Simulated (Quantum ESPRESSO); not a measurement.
# Re2Ga2TiHf2Li: one run as intended and one with a planted mistake

Simulated, not a measurement. The program is pw.x of Quantum ESPRESSO 7.5 (plane-wave density functional theory). The cell is made up: eight metal atoms on a hexagonal close-packed lattice, with elements, volume, strain and displacements drawn at random and not relaxed, so it may be unstable or far from any real phase. PseudoDojo standard norm-conserving files set the functional (PBE unless stated); there is no spin polarisation or spin-orbit coupling, the Fermi-Dirac width of 0.25 eV means electrons at about 2900 K, and the masses in the input are unused placeholders. Heavy elements are run without spin-orbit coupling, which real alloys of them have. A spin test at this wide smearing found no moment, but such smearing suppresses magnetism that the real alloy may have.

Intended input:

```
&control calculation='scf', pseudo_dir='./dojo.nc.sr.pbe.v0_5.standard.upf', outdir='./o', disk_io='minimal', tprnfor=.true., tstress=.true. /
&system ibrav=0, nat=8, ntyp=5, nbnd=64, ecutwfc=84.00895049, nosym=.true., tot_charge=0,
 occupations='smearing', smearing='fd', degauss=0.0183746611
/
&electrons conv_thr=1.470e-08, electron_maxstep=70, mixing_beta=0.5 /
ATOMIC_SPECIES
Ga 1.0 Ga.upf
Hf 1.0 Hf.upf
Li 1.0 Li.upf
Re 1.0 Re.upf
Ti 1.0 Ti.upf
CELL_PARAMETERS angstrom
4.6511 -2.6819 0.0475
-3.1281 0.0409 -4.8043
3.001 5.1911 0.0349
ATOMIC_POSITIONS angstrom
Re 0.0631 0.0305 -0.0016
Ga 1.3569 2.7597 -0.0063
Ga -0.1389 1.7387 -2.3442
Ti 1.4396 4.4698 -2.2413
Hf 3.2608 -0.0123 0.0167
Li 4.5341 2.5394 0.0455
Hf 1.6319 -0.7831 -2.4195
Re 3.0716 1.6401 -2.4078
K_POINTS automatic
5 5 4 1 1 1
```

The log is shortened where brackets say so; the opening notice, blank lines, dates and the lines on written files are dropped, and the path of the files is cut. It prints rydbergs, bohrs and kilobars, and counts compression as positive stress. Its total energy is the free energy E - TS of the whole cell.

Log of the intended run:

```
     Program PWSCF v.7.5
     Parallel version (MPI & OpenMP), running on       4 processor cores
     Number of MPI processes:                 4
     Threads/MPI process:                     1
     [start-up lines left out]
     bravais-lattice index     =            0
     lattice parameter (alat)  =      10.1462  a.u.
     unit-cell volume          =    1036.5450 (a.u.)^3
     number of atoms/cell      =            8
     number of atomic types    =            5
     number of electrons       =        95.00
     number of Kohn-Sham states=           64
     kinetic-energy cutoff     =      84.0090  Ry
     charge density cutoff     =     336.0358  Ry
     scf convergence threshold =      1.5E-08
     mixing beta               =       0.5000
     number of iterations used =            8  plain     mixing
     Exchange-correlation= PBE
                           (   1   4   3   4   0   0   0)
     [axes and pseudopotential details left out]
   Cartesian axes
     site n.     atom                  positions (alat units)
         1        Re     tau(   1) = (   0.0117524   0.0056806  -0.0002980  )
         2        Ga     tau(   2) = (   0.2527224   0.5139937  -0.0011734  )
         3        Ga     tau(   3) = (  -0.0258701   0.3238326  -0.4366069  )
         4        Ti     tau(   4) = (   0.2681253   0.8324996  -0.4174418  )
         5        Hf     tau(   5) = (   0.6073235  -0.0022909   0.0031104  )
         6        Li     tau(   6) = (   0.8444755   0.4729629   0.0084744  )
         7        Hf     tau(   7) = (   0.3039411  -0.1458523  -0.4506315  )
         8        Re     tau(   8) = (   0.5720851   0.3054684  -0.4484524  )
     number of k points=    50  Fermi-Dirac smearing, width (Ry)=  0.0184
                       cart. coord. in units 2pi/alat
        k(    1) = (   0.1446609   0.0470397  -0.2055457), wk =   0.0400000
        k(    2) = (   0.2572405   0.2410125  -0.2771954), wk =   0.0400000
     [further k points left out]
     Dense  grid:   107827 G-vectors     FFT dimensions: (  60,  64,  72)
     Estimated max dynamical RAM per process >     371.57 MB
     Estimated total dynamical RAM >       1.37 GB
     Initial potential from superposition of free atoms
     starting charge      94.9842, renormalised to      95.0000
     Starting wfcs are   70 randomized atomic wfcs
     total cpu time spent up to now is        5.8 secs
     per-process dynamical memory:   290.9 Mb
     Self-consistent Calculation
     iteration #  1     ecut=    84.01 Ry     beta= 0.50
     Davidson diagonalization with overlap
     ethr =  1.00E-02,  avg # of iterations =  3.0
     Threshold (ethr) on eigenvalues was too large:
     Diagonalizing with lowered threshold
     Davidson diagonalization with overlap
     ethr =  2.31E-04,  avg # of iterations =  6.5
     total cpu time spent up to now is       34.3 secs
     total energy              =   -1011.70687192 Ry
     estimated scf accuracy    <       0.25383117 Ry
     iteration #  2     ecut=    84.01 Ry     beta= 0.50
     Davidson diagonalization with overlap
     ethr =  2.67E-04,  avg # of iterations =  2.0
     total cpu time spent up to now is       46.7 secs
     total energy              =   -1011.57719796 Ry
     estimated scf accuracy    <       1.38336365 Ry
     [iterations 3 to 12 left out]
     iteration # 13     ecut=    84.01 Ry     beta= 0.50
     Davidson diagonalization with overlap
     ethr =  1.06E-10,  avg # of iterations =  2.2
     total cpu time spent up to now is      171.7 secs
     total energy              =   -1011.76335308 Ry
     estimated scf accuracy    <       0.00000002 Ry
     iteration # 14     ecut=    84.01 Ry     beta= 0.50
     Davidson diagonalization with overlap
     ethr =  2.58E-11,  avg # of iterations =  2.2
     total cpu time spent up to now is      182.7 secs
     End of self-consistent calculation
     [lines on levels left out]
!    total energy              =   -1011.76335308 Ry
     estimated scf accuracy    <          2.5E-09 Ry
     smearing contrib. (-TS)   =      -0.11909876 Ry
     internal energy E=F+TS    =   -1011.64425433 Ry
     The total energy is F=E-TS. E is the sum of the following terms:
     one-electron contribution =    -326.91094712 Ry
     hartree contribution      =     209.30356929 Ry
     xc contribution           =    -230.25733751 Ry
     ewald contribution        =    -663.77953899 Ry
     convergence has been achieved in  14 iterations
     Forces acting on atoms (cartesian axes, Ry/au):
     atom    1 type  4   force =    -0.02521002    0.01127025    0.02553289
     atom    2 type  1   force =     0.06365213    0.00053151   -0.01779274
     atom    3 type  1   force =     0.03814859   -0.00121777   -0.01143210
     atom    4 type  5   force =    -0.00299944   -0.02911829    0.00509881
     atom    5 type  2   force =    -0.05836809    0.00672175   -0.02245385
     atom    6 type  3   force =    -0.00056708    0.01698332    0.01265249
     atom    7 type  2   force =    -0.03789633   -0.01882416    0.02075190
     atom    8 type  4   force =     0.02324024    0.01365339   -0.01235740
     Total force =     0.125534     Total SCF correction =     0.000254
     Computing stress (Cartesian axis) and pressure
          total   stress  (Ry/bohr**3)                   (kbar)     P=     -118.84
  -0.00086843  -0.00001757   0.00012546         -127.75       -2.58       18.46
  -0.00001757  -0.00099621  -0.00001905           -2.58     -146.55       -2.80
   0.00012546  -0.00001905  -0.00055883           18.46       -2.80      -82.21
     init_run     :      5.52s CPU      5.72s WALL (       1 calls)
     electrons    :    175.93s CPU    176.90s WALL (       1 calls)
     forces       :      2.12s CPU      2.15s WALL (       1 calls)
     stress       :      7.46s CPU      7.66s WALL (       1 calls)
     [timing details left out]
     PWSCF        :   3m11.16s CPU   3m12.62s WALL
     JOB DONE.
```

A second run has one planted mistake: one coordinate of one atom is wrong. The input lines that differ:

```
- Hf 1.6319 -0.7831 -2.4195
+ Hf 1.6319 -0.6831 -2.4195
```

Its log:

```
     Program PWSCF v.7.5
     Parallel version (MPI & OpenMP), running on       4 processor cores
     Number of MPI processes:                 4
     Threads/MPI process:                     1
     [start-up lines left out]
     bravais-lattice index     =            0
     lattice parameter (alat)  =      10.1462  a.u.
     unit-cell volume          =    1036.5450 (a.u.)^3
     number of atoms/cell      =            8
     number of atomic types    =            5
     number of electrons       =        95.00
     number of Kohn-Sham states=           64
     kinetic-energy cutoff     =      84.0090  Ry
     charge density cutoff     =     336.0358  Ry
     scf convergence threshold =      1.5E-08
     mixing beta               =       0.5000
     number of iterations used =            8  plain     mixing
     Exchange-correlation= PBE
                           (   1   4   3   4   0   0   0)
     [axes and pseudopotential details left out]
   Cartesian axes
     site n.     atom                  positions (alat units)
         1        Re     tau(   1) = (   0.0117524   0.0056806  -0.0002980  )
         2        Ga     tau(   2) = (   0.2527224   0.5139937  -0.0011734  )
         3        Ga     tau(   3) = (  -0.0258701   0.3238326  -0.4366069  )
         4        Ti     tau(   4) = (   0.2681253   0.8324996  -0.4174418  )
         5        Hf     tau(   5) = (   0.6073235  -0.0022909   0.0031104  )
         6        Li     tau(   6) = (   0.8444755   0.4729629   0.0084744  )
         7        Hf     tau(   7) = (   0.3039411  -0.1272273  -0.4506315  )
         8        Re     tau(   8) = (   0.5720851   0.3054684  -0.4484524  )
     number of k points=    50  Fermi-Dirac smearing, width (Ry)=  0.0184
                       cart. coord. in units 2pi/alat
        k(    1) = (   0.1446609   0.0470397  -0.2055457), wk =   0.0400000
        k(    2) = (   0.2572405   0.2410125  -0.2771954), wk =   0.0400000
     [further k points left out]
     Dense  grid:   107827 G-vectors     FFT dimensions: (  60,  64,  72)
     Estimated max dynamical RAM per process >     371.57 MB
     Estimated total dynamical RAM >       1.37 GB
     Initial potential from superposition of free atoms
     starting charge      94.9842, renormalised to      95.0000
     Starting wfcs are   70 randomized atomic wfcs
     total cpu time spent up to now is        7.1 secs
     per-process dynamical memory:   290.9 Mb
     Self-consistent Calculation
     iteration #  1     ecut=    84.01 Ry     beta= 0.50
     Davidson diagonalization with overlap
     ethr =  1.00E-02,  avg # of iterations =  2.9
     Threshold (ethr) on eigenvalues was too large:
     Diagonalizing with lowered threshold
     Davidson diagonalization with overlap
     ethr =  2.48E-04,  avg # of iterations =  6.2
     total cpu time spent up to now is       36.4 secs
     total energy              =   -1011.69323313 Ry
     estimated scf accuracy    <       0.26701203 Ry
     iteration #  2     ecut=    84.01 Ry     beta= 0.50
     Davidson diagonalization with overlap
     ethr =  2.81E-04,  avg # of iterations =  2.7
     total cpu time spent up to now is       50.2 secs
     total energy              =   -1011.47746135 Ry
     estimated scf accuracy    <       2.94269251 Ry
     [iterations 3 to 12 left out]
     iteration # 13     ecut=    84.01 Ry     beta= 0.50
     Davidson diagonalization with overlap
     ethr =  7.44E-11,  avg # of iterations =  2.0
     total cpu time spent up to now is      181.3 secs
     total energy              =   -1011.75830156 Ry
     estimated scf accuracy    <       0.00000002 Ry
     iteration # 14     ecut=    84.01 Ry     beta= 0.50
     Davidson diagonalization with overlap
     ethr =  1.81E-11,  avg # of iterations =  2.0
     total cpu time spent up to now is      193.8 secs
     End of self-consistent calculation
     [lines on levels left out]
!    total energy              =   -1011.75830157 Ry
     estimated scf accuracy    <          3.1E-09 Ry
     smearing contrib. (-TS)   =      -0.11975706 Ry
     internal energy E=F+TS    =   -1011.63854450 Ry
     The total energy is F=E-TS. E is the sum of the following terms:
     one-electron contribution =    -328.68502671 Ry
     hartree contribution      =     210.21189107 Ry
     xc contribution           =    -230.28017385 Ry
     ewald contribution        =    -662.88523502 Ry
     convergence has been achieved in  14 iterations
     Forces acting on atoms (cartesian axes, Ry/au):
     atom    1 type  4   force =    -0.02659610    0.01016319    0.02669067
     atom    2 type  1   force =     0.06544468    0.00158507   -0.02062496
     atom    3 type  1   force =     0.03507773    0.00101113   -0.01124935
     atom    4 type  5   force =    -0.00470933   -0.02266239    0.00365657
     atom    5 type  2   force =    -0.05957080    0.00587941   -0.02495428
     atom    6 type  3   force =    -0.00068902    0.01806056    0.01160364
     atom    7 type  2   force =    -0.03704066   -0.03514835    0.02762826
     atom    8 type  4   force =     0.02808350    0.02111137   -0.01275055
     Total force =     0.132575     Total SCF correction =     0.000213
     Computing stress (Cartesian axis) and pressure
          total   stress  (Ry/bohr**3)                   (kbar)     P=     -113.74
  -0.00082519   0.00000726   0.00012777         -121.39        1.07       18.80
   0.00000726  -0.00097130  -0.00000774            1.07     -142.88       -1.14
   0.00012777  -0.00000774  -0.00052315           18.80       -1.14      -76.96
     init_run     :      6.59s CPU      6.91s WALL (       1 calls)
     electrons    :    185.47s CPU    186.72s WALL (       1 calls)
     forces       :      2.24s CPU      2.27s WALL (       1 calls)
     stress       :      7.64s CPU      7.85s WALL (       1 calls)
     [timing details left out]
     PWSCF        :   3m22.09s CPU   3m23.98s WALL
     JOB DONE.
```

```
                                            intended run  run with the mistake
                          free energy (eV)    -13765.742            -13765.673
         entropy term -TS, part of it (eV)        -1.620                -1.629
                            pressure (GPa)        -11.88                -11.37
size of the largest force component (eV/Å)         1.637                 1.683
largest change of a force component (eV/Å)                               0.420
                                iterations            14                    14
```

For scale, a rerun of the intended cell at a higher cutoff and on a denser mesh moved values by no more than 0.002 eV in energy, 0.02 GPa in stress and 0.003 eV/Å in force, and a second program with other atomic files agreed on that cell to 2 % rms in force and 0.5 GPa in pressure.